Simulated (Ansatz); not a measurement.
The relaxed structure here is a generated cell of TiSe2: the first start was made by placing the elements on the sites of a structure type, and the end was not matched to a known phase here, so it may be hypothetical. Known forms of TiSe2 include space group No. 164.

A relaxed structure of TiSe2. Method: PBE (plane waves to 420 eV, PAW, scalar-relativistic; Ansatz, a program for electronic structure).

```
CELL_PARAMETERS angstrom
      6.28741     0.00000     0.00000
      0.00000     6.03426     0.00000
     -2.64957     0.00000    10.13796
ATOMIC_POSITIONS crystal
  Ti 0.17026 0.97505 0.69127
  Ti 0.82974 0.97505 0.30873
  Ti 0.41905 0.59676 0.19722
  Ti 0.58095 0.59676 0.80278
  Se 0.00000 0.19485 0.50000
  Se 0.50000 0.73852 0.00000
  Se 0.07946 0.76874 0.20492
  Se 0.92054 0.76874 0.79508
  Se 0.32653 0.68490 0.59498
  Se 0.67347 0.68490 0.40502
  Se 0.52105 0.21102 0.20162
  Se 0.47895 0.21102 0.79838
```

Task: Find the space group and the Wyckoff positions (tolerance 0.01 Å).

Result: Space group P2 (No. 3); a = 6.287 Å, b = 6.034 Å, c = 10.478 Å, α = 90.00°, β = 104.65°, γ = 90.00°

| atom | site | symmetry | x | y | z |
|---|---|---|---|---|---|
| Ti | 2e | 1 | 0.1703 | 0.9751 | 0.6913 |
| Ti | 2e | 1 | 0.4191 | 0.5968 | 0.1972 |
| Se | 1b | 2 | 0.0000 | 0.1948 | 0.5000 |
| Se | 1c | 2 | 0.5000 | 0.7385 | 0.0000 |
| Se | 2e | 1 | 0.0795 | 0.7687 | 0.2049 |
| Se | 2e | 1 | 0.3265 | 0.6849 | 0.5950 |
| Se | 2e | 1 | 0.5211 | 0.2110 | 0.2016 |

This is the AFLOW prototype A2B_mP12_3_bc3e_2e (as in SiO2).

Task: Give the shortest distances between elements (the closest pairs, up to four, under 3.6 Å).

Result: Se–Ti 2.36 Å; Se–Se 3.30 Å; Ti–Ti 3.42 Å.

The volume per atom is 32.05 Å³, the band gap comes out as 0.59 eV, indirect (valence top at Z, conduction bottom at k = (0.2, 0.4, -0.3333)) (no spin-orbit coupling) and the smallest direct gap comes out as 0.70 eV at Z.

No spin polarisation in the result.

The run could not lose the symmetry of its start, so the end can be a saddle point.
